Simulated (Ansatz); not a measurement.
**Two-dimensional strain map in Au**

Computed with DFT r2SCAN, scalar-relativistic, plane waves, PAW in Ansatz 0.2.0. Settings: plane waves to 500 eV, k-mesh 20×20×20 (Γ-centred), Gaussian smearing 0.15 eV. Spin–orbit coupling is left out, which can shift energies with elements as heavy as these. No spin polarisation. Energies are free energies at this smearing, counted from the undisturbed cell; pressure is positive in compression.

The starting cell (as given, not relaxed at this level; it stands at -4.7 GPa; this bcc form isn't the usual structure):

```
Au
1.0
    -1.65727    1.65727    1.65727
     1.65727   -1.65727    1.65727
     1.65727    1.65727   -1.65727
Au
1
Direct
  0.00000 0.00000 0.00000
```

The cell is strained by p along both x and y and by q along z, fractional coordinates fixed. Points are written (p, q).

Energy above the undisturbed cell in meV/atom (a dash: not computed):

| p \ q | -0.030 | -0.015 | 0.000 | 0.015 | 0.030 |
| --- | --- | --- | --- | --- | --- |
| -0.030 | 19.0 | 5.3 | -3.8 | -8.8 | -10.2 |
| -0.015 | ? | – | -9.5 | – | -0.8 |
| 0.000 | -9.5 | -6.5 | 0.0 | 9.6 | 21.7 |
| 0.015 | ? | – | 22.1 | – | ? |
| 0.030 | ? | 36.1 | 54.5 | – | 97.0 |

(1) Fill in the withheld energies.

Answers

(1) (-0.015, -0.030): -3.9; (0.015, -0.030): -0.8; (0.015, 0.030): 54.9; (0.030, -0.030): 19.7.